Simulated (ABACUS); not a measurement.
ABACUS run on TePb₂S (R-3m, 4 atoms in the cell; from Materials Project mp-1217283, changed as shown): self-consistent single point.

Computed with LDA (PW92), numerical atomic orbitals SZP (confined pseudo-atomic orbitals with Gaussian additions; energy shift 0.01 Ry), PseudoDojo 0.4 standard norm-conserving LDA (tails mended) pseudopotentials run with ABACUS 3.10.1.

The change in words: lattice scaled by 0.98. Reference geometry (R-3m):
```yaml
crystal:
  lattice:
    - [2.24508, 1.29620, 7.33539]
    - [-2.24508, 1.29620, 7.33539]
    - [0.00000, -2.59240, 7.33539]
  atoms:
    - { symbol: Te, position: [0.50000, 0.50000, 0.50000] }
    - { symbol: Pb, position: [0.74172, 0.74172, 0.74172] }
    - { symbol: Pb, position: [0.25828, 0.25828, 0.25828] }
    - { symbol: S, position: [0.00000, 0.00000, 0.00000] }
```

Reference input (self-consistent single point, DFT, LDA (PW92), numerical atomic orbitals SZP (confined pseudo-atomic orbitals with Gaussian additions; energy shift 0.01 Ry), PseudoDojo 0.4 standard norm-conserving LDA (tails mended) pseudopotentials): basis = SZP numerical atomic orbitals, energy shift 0.01 Ry; KPT = Gamma 8 8 8 0 0 0; basis_type = lcao; dft_functional = PWLDA; ecutwfc = 100 Ry; smearing_method = fd; smearing_sigma = 0.00146997 Ry; potentials = PseudoDojo 0.4 standard norm-conserving LDA (tails mended); symmetry = 1; symmetry_prec = 1e-05; ks_solver = genelpa; scf_nmax = 100. This run's input differs from it in these lines:

```diff
@@ -33,8 +33,8 @@
 LATTICE_CONSTANT
-14.702085
+14.408043
 
 LATTICE_VECTORS
-   0.2885708991    0.1666065053    0.9428515606
-  -0.2885708991    0.1666065053    0.9428515606
-   0.0000000000   -0.3332128821    0.9428515606
+   0.2885708631    0.1666065088    0.9428515619
+  -0.2885708631    0.1666065088    0.9428515619
+   0.0000000000   -0.3332128864    0.9428515619
```

Output, abridged:

```
 SELF-CONSISTENT
 -------------------------------------------

                  longest orb rcut (Bohr) = 7.6
   longest nonlocal projector rcut (Bohr) = 2.46
                     search radius (Bohr) = 20.1

                          real space grid = [ 96, 96, 96 ]
                                 init_chg = atomic

 LCAO ALGORITHM --------------- ION=   1  ELEC=   1--------------------------------

 Density error is 0.0454242745349
 E_KohnSham     -512.2799209715      -6969.9258962022
 E_Fermi        0.6358416383         8.6510693061

 LCAO ALGORITHM --------------- ION=   1  ELEC=   2--------------------------------

   [... lines left out ...]

   [... 5 blocks of this kind left out ...]

 LCAO ALGORITHM --------------- ION=   1  ELEC=   8--------------------------------

 Density error is 1.93642333363e-06
 E_KohnSham     -512.3287266288      -6970.5899312358
 E_Fermi        0.6489375541         8.8292483825

 LCAO ALGORITHM --------------- ION=   1  ELEC=   9--------------------------------

 Density error is 2.32663536405e-07
 E_KohnSham     -512.3287266289      -6970.5899312368
 E_KS(sigma->0) -512.3287266288      -6970.5899312353
 E_entropy(-TS) -0.0000000002        -0.0000000030
 E_Fermi        0.6489373983         8.8292462619
 charge density convergence is achieved
 final etot is -6970.5899312 eV
 EFERMI = 8.8292462619 eV

 STATE ENERGY(eV) AND OCCUPATIONS    NSPIN == 1
   [... 32 lines left out ...]

 TOTAL-FORCE (eV/Angstrom)
                       Te1         0.0000000000         0.0000000000         0.0000000000
                       Pb1         0.0000000000         0.0000000000        -0.1242309466
                       Pb2         0.0000000000         0.0000000000         0.1242309466
                        S1         0.0000000000         0.0000000000         0.0000000000

 TOTAL-STRESS (KBAR)
       -38.8085959587         0.0000000000         0.0000000000
        -0.0000000000       -38.8085961564         0.0000018001
        -0.0000000000         0.0000018001       -36.1832834801
 TOTAL-PRESSURE: -37.933492 KBAR

 --------------------------------------------
 !FINAL_ETOT_IS -6970.5899312368483152 eV
 --------------------------------------------
```

The run converged in 9 iterations. Against the reference run the free energy goes down by 61.3 meV/atom, the pressure goes from -6.48 to -3.79 GPa and the gap on the mesh goes from 0.666 to 0.575 eV.

Spin-orbit coupling is left out, which matters for bands and gaps with elements this heavy. The atom-centred basis is finite, which shifts total energies, pressures, gaps and forces against plane waves. A single-zeta basis is rough, for pressures and forces above all. The structure comes from a collection of computed structures, made at another level of theory; the collection holds predicted forms beside known ones. Its lattice was then scaled.

Cost on one core: around 30 core-seconds (rough).

The atomic orbitals were generated for these runs; they are not ABACUS's published sets and were checked against plane waves on a few crystals only.

“Tails mended”: in these copies of the files the far tail of each local potential was reset to the Coulomb form.
